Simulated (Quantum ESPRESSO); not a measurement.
**Band energies of K$_{2}$CO$_{3}$**

```
CELL_PARAMETERS angstrom
      2.79793    -5.01459     0.00000
      2.79793     5.01459     0.00000
     -1.28184     0.00000     6.58234
ATOMIC_POSITIONS crystal
  C  0.33238 0.66762 0.75000
  C  0.66762 0.33238 0.25000
  O  0.77577 0.56901 0.18695
  O  0.22423 0.43099 0.81305
  O  0.43099 0.22423 0.31305
  O  0.56901 0.77577 0.68695
  O  0.79686 0.20314 0.25000
  O  0.20314 0.79686 0.75000
  K  0.33451 0.66549 0.25000
  K  0.66549 0.33451 0.75000
  K  0.00000 0.00000 0.00000
  K  0.00000 0.00000 0.50000
```

PBEsol (Quantum ESPRESSO, PseudoDojo norm-conserving, 84 Ry, scalar-relativistic); path ΓYFHZIF1,H1Y1XΓN,MΓ; energies in eV from the valence-band maximum.

```
k (1/Å)  point  band 36  band 37  band 38  band 39  band 40  band 41  band 42  band 43
-------  -----  -------  -------  -------  -------  -------  -------  -------  -------
0.00         Γ    -1.57    -1.44    -1.41    -0.02     0.00     4.01     5.48     5.68
0.37              -1.63    -1.48    -1.44    -0.15    -0.14     4.78     5.31     5.48
0.74         Y    -1.64    -1.46    -1.43    -0.29    -0.20     5.31     5.35     5.81
0.74         F    -1.53    -1.52    -1.48    -0.29    -0.20     5.18     5.48     6.46
1.01         H    -1.61    -1.43    -1.42    -0.28    -0.22     5.12     5.44     6.06
1.23              -1.62    -1.44    -1.39    -0.22    -0.14     5.13     5.40     5.97
1.67         Z    -1.58    -1.43    -1.43    -0.01    -0.01     5.14     5.14     5.81
1.88              -1.59    -1.49    -1.49    -0.07    -0.07     5.27     5.27     5.84
2.30         I    -1.60    -1.53    -1.53    -0.22    -0.22     5.41     5.41     6.62
2.30        F1    -1.53    -1.52    -1.48    -0.29    -0.20     5.18     5.48     6.46
2.56        H1    -1.61    -1.43    -1.42    -0.28    -0.22     5.12     5.44     6.06
2.75              -1.64    -1.43    -1.41    -0.26    -0.24     5.23     5.37     5.84
2.93        Y1    -1.64    -1.46    -1.43    -0.29    -0.20     5.31     5.35     5.81
3.33         X    -1.67    -1.49    -1.40    -0.32    -0.11     5.22     5.35     5.82
3.65              -1.61    -1.52    -1.47    -0.17    -0.06     4.54     5.41     5.68
3.96         Γ    -1.57    -1.44    -1.41    -0.02     0.00     4.01     5.48     5.68
4.09              -1.57    -1.44    -1.42    -0.04    -0.02     4.12     5.49     5.62
4.48              -1.61    -1.53    -1.45    -0.23    -0.17     5.13     5.38     5.57
4.61         N    -1.63    -1.51    -1.46    -0.26    -0.18     5.09     5.55     5.89
4.61         M    -1.67    -1.45    -1.43    -0.27    -0.18     5.09     5.49     5.93
4.98              -1.60    -1.47    -1.43    -0.14    -0.11     4.75     5.29     5.53
5.35         Γ    -1.57    -1.44    -1.41    -0.02     0.00     4.01     5.48     5.68
```

The PBEsol gap is direct, 4.01 eV at Γ. Another valence extremum on the path lies within 0.02 eV, too close to call.

Geometry of the Materials Project entry, not relaxed at this level.
